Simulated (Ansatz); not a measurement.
**Question.** Each is relaxed and computed with r²SCAN (plane waves, PAW; program Ansatz). Which is the only metal?
A) SiC, zinc blende
B) LaSi3Ru, I4mm (La on 2a, Si on 2a, Si on 4b, Ru on 2a)
C) LaSe2, P2_1/c (La on 4e, Se on 4e, Se on 4e)
D) RuS2, Pa-3 (Ru on 4a, S on 8c)

**Answer.** B, LaSi3Ru, I4mm (La on 2a, Si on 2a, Si on 4b, Ru on 2a). LaSi3Ru: metal; SiC: gap 1.71 eV (indirect); LaSe2: gap 0.54 eV (indirect); RuS2: gap 0.89 eV (indirect). Standing as an ambient phase not checked: LaSi3Ru, I4mm (La on 2a, Si on 2a, Si on 4b, Ru on 2a); LaSe2, P2_1/c (La on 4e, Se on 4e, Se on 4e). All cells were relaxed under the symmetry of their starts (and spin orders); stability against distortions was not tested throughout. Rows with no word on spin ran without spin polarisation. Spin–orbit coupling is left out wherever it is not named.

Potentials: the earlier of the program's two PAW sets.
